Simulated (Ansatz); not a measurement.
## Notes on SrZn2Sb2

```
CELL_PARAMETERS angstrom
2.25553 3.90668 0.00000
-2.25553 3.90669 0.00000
0.00000 0.00000 7.73496
ATOMIC_POSITIONS crystal
Zn 0.33330 0.33340 0.63110
Zn 0.66670 0.66660 0.36890
Sr 0.00000 0.00000 0.00000
Sb 0.33330 0.33340 0.26880
Sb 0.66670 0.66660 0.73120
```

Single point in Ansatz 0.2.0 with r2SCAN, no spin polarisation. Cutoff 500 eV, PAW datasets, 7×7×4 Γ-centred k mesh, methfessel-paxton filling (width 0.0392 eV).

(1) Is it stable against the elements?

(2) How is the charge shared?

(3) Is the cell too large or too small?

(4) Where is the largest force?

(5) Is there a gap?

(6) What do density and ELF say about some of the short contacts?

Origin: a database entry at a rescaled volume.

Answers

(1) -0.61 eV an atom against the elements' usual phases (free molecules for gases, crystals otherwise, with no correction for O₂ or N₂), so it is bound against them; other compounds may still compete. Relaxing would lower it.

(2) Bader charges in e: Sr +1.42, Zn +0.38, Sb -1.09. In the mean Sr gives up most and Sb takes most.

(3) The pressure is -0.2 GPa (compression positive), so with the atoms held at these fractions the cell is close to zero pressure.

(4) The largest is on Sb4 (and as large on other atoms): 0.16 eV/Å, components (0.00, 0.00, 0.16). It makes 73° with the line to a nearest neighbour, Zn2 at 2.72 Å.

(5) It is a semimetal on this mesh, with about 0.04 states/eV a cell as the mean within 0.25 eV of the Fermi level, mostly Sb p (66 %) and Zn s (22 %).

(6) Zn–Sb at 2.72 Å: least valence density 0.32 e/Å³ and ELF 0.46 there. Sr–Sb at 3.33 Å: least valence density 0.12 e/Å³ and ELF 0.11 there. Sr–Zn at 3.86 Å: least valence density 0.05 e/Å³ and ELF 0.05 there. Both are smooth PAW fields, read partly inside the augmentation spheres.
